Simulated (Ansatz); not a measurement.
**KZr2Cl6: computed properties**

Computed with Ansatz, DFT PBE, scalar-relativistic, plane waves, PAW.

Settings: cutoff 420 eV, Γ-centred mesh 12×12×4 on the computed 9-atom cell, Gaussian smearing of 0.10 eV; collinear spin from starting moments 0.0 0.9 0.9 0.0 0.0 0.0 0.0 0.0 0.0 μB.

The structure is relaxed at this level of theory with its symmetry kept, and needn't be the ground state of this composition.

Space group P-3m1 (No. 164), trigonal, a = 4.625 Å, c = 12.293 Å. K is surrounded by 6 Cl at 3.15 Å and 2 Cl at 3.66 Å; around Zr lie 8 Cl at 2.59–2.85 Å; Cl on its first site is surrounded by 4 Zr at 2.78–2.85 Å and 6 Cl at 3.11–3.21 Å; Cl on its second site is surrounded by 3 Zr at 2.73 Å, 3 Cl at 3.11 Å, 3 Cl at 3.34 Å and 1 K at 3.66 Å; Cl on its third site has 1 Zr at 2.59 Å, 3 K at 3.15 Å and 3 Cl at 3.34 Å.

* Volume per atom: 25.30 Å³
* Formation energy from the elements' standard states (uncorrected): -1.519 eV/atom
* Kohn–Sham band gap: none (metal)
* Density of states at the Fermi level: 7.0 states/eV per cell
* Orbital (Löwdin) character within 0.5 eV of the Fermi level: Zr 4d 88 %, Cl 3p 8 %
* Bader charge by site (e): K (1 in the cell) 0.85, Zr (2 in the cell) 1.79, Cl (2 in the cell) -0.75, Cl (2 in the cell) -0.72, Cl (2 in the cell) -0.75
* Total moment: 3.00 μB per cell
* Moment by site (μB): Zr2 0.83, Zr3 0.83

Only this magnetic start was tried.

The cell was found from a structure generator's guess, not taken from experiment. Löwdin shares on free-atom orbitals overweight diffuse shells.
